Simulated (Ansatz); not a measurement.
CoPtRh:
```yaml
crystal:
  lattice:
    - [2.68771, 0.00000, 0.00000]
    - [-1.34386, 2.32763, 0.00000]
    - [0.00000, 0.00000, 6.54111]
  atoms:
    - { symbol: Co, position: [0.00000, 0.00000, 0.99352], spin: 2.2 }
    - { symbol: Pt, position: [0.33333, 0.66667, 0.32092], spin: 0.3 }
    - { symbol: Rh, position: [0.66667, 0.33333, 0.68556], spin: 0.9 }
```

Relaxed with r²SCAN.

**Question.** Map the spin density (μB/Å³) on the plane through (0.000, 0.000, 0.994) spanned by u = [0, 0, 1] and v = [1, -1, 0] in lattice vectors, from r²SCAN in the plane-wave PAW code Ansatz.

**Answer.** x is the fraction of u, y of v (the angle between them is 90°; rows are the nearest grid lines); atoms in the plane: Co at (0.00, 0.00), Pt at (0.33, 0.33), Rh at (0.69, 0.67).
```
|@*:                            :*@|
|*=.                            .=*|
|:.                              .:|
|                                  |
|                                  |
|                                  |
|                                  |
|                                  |
|                                  |
|                                  |
|                                  |
|                                  |
|                                  |
|                                  |
|                                  |
|                                  |
|                                  |
|                                  |
|                                  |
|                                  |
|                                  |
|:.                              .:|
|*=.                            .=*|
|@*:                            :*@|
```
Scale: ten equal steps from -0.032 (start of ' ') to 8.78 (end of '@'), in the order ' .:-=+*#%@'; x runs from 0.000 to 1.00, y from 0.000 (bottom) to 1.00 (top).

The density is the valence pseudo-density with augmentation charge, so density and ELF within about 1 Å of a nucleus are not all-electron values.

Space group P3m1. The start of the workflow was typed in or built on a structure type; neither database checked (COD, Materials Project) lists it. Its standing as an ambient phase is unchecked. Symmetry was held in the r²SCAN relaxation; whether a distortion lowers the energy is not shown. The final state is ferromagnetic, chosen from 3 collinear starts compared on coarse meshes (ties went to the first, and starts can fall back to one state), not a proven ground state. Other orbital occupations within this spin state were not tried. For itinerant 3d metals, meta-GGAs of the SCAN family and hybrids are commonly reported to give too large moments. Scalar-relativistic: spin–orbit coupling is off unless named, which matters more the heavier the elements.

Potentials: the earlier of the program's two PAW sets.
